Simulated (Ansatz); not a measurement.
NiS:
```xyz
4
Lattice="3.4664 0.0000 0.0000 -1.7332 3.0020 0.0000 0.0000 0.0000 5.3955" Properties=species:S:1:pos:R:3 pbc="T T T"
Ni     0.0000     0.0000     0.0000
Ni     0.0000     0.0000     2.6977
S      0.0000     2.0013     1.3489
S      1.7332     1.0007     4.0466
```
Starting moments (μB, in the order of the atoms Ni Ni S S): 1.2 -1.2 0.0 0.0.

Relaxed with r²SCAN.

Problem. Map the electron localisation function on the plane through (0.000, 0.000, 0.000) spanned by u = [0, 0, 1] and v = [1, -1, 0] in lattice vectors, from DFT-r²SCAN in the program Ansatz with PAW potentials.

Solution. x is the fraction of u, y of v (the angle between them is 90°; rows are the nearest grid lines); atoms in the plane: Ni at (0.00, 0.00), Ni at (0.50, 0.00), S at (0.25, 0.33), S at (0.75, 0.67).
```
|%#+=:....:-=*%%*=-:....:=+#%|
|#*=-:....:-=+#*+=-.....:-=*#|
|-=-:.......:-=-:...-=-:...:-|
|:::........::::..:=*#*+-...:|
|................-+%@@@%#=:..|
|:.          ..-*%@@@@@@@@#+:|
|-.           :+%@@@#++%@@%*-|
|=.           :*%@@#:  =%@@#=|
|=.          .:*%@@*   -%@@#=|
|-.           :+#@@%*-=#@@%*-|
|:. ..::-::.  .-*%@@%#%@@@#+:|
|...:=+**++-:..:=#%@%%%@%%+-.|
|.-+%%@%%%@%#=:..:-++**+=:...|
|:+#@@@%#%@@%*-.  .::-::.. .:|
|-*%@@#=-*%@@#+:           .-|
|=#@@%-   *@@%*:.          .=|
|=#@@%=  :#@@%*:           .=|
|-*%@@%++#@@@%+:           .-|
|:+#@@@@@@@@%*-..          .:|
|..:=#%@@@%+-................|
|:...-+*#*=:..::::........:::|
|-:...:-=-...:-=-:.......:-=-|
|#*=-:.....-=+*#+=-:....:-=*#|
|%#+=:....:-=*%%*=-:....:=+#%|
```
Scale: ten equal steps from 0.002 (start of ' ') to 0.873 (end of '@'), in the order ' .:-=+*#%@'; x runs from 0.000 to 1.00, y from 0.000 (bottom) to 1.00 (top).

The density is the valence pseudo-density with augmentation charge, so density and ELF within about 1 Å of a nucleus are not all-electron values.

Space group P6_3/mmc (NiAs type). The workflow started from an entry of the Crystallography Open Database (COD, 300 K), which files this formula under 3 space groups. Its standing as an ambient phase is unchecked. The r²SCAN relaxation kept the symmetry of its start, as lowered by the spin order; whether a distortion lowers the energy is not shown. The final state is antiferromagnetic, chosen from 5 collinear starts compared on coarse meshes (ties went to the first, and starts can fall back to one state), not a proven ground state. Other orbital occupations within this spin state were not tried. No Hubbard U is applied.

Potentials: the later of the program's two PAW sets.
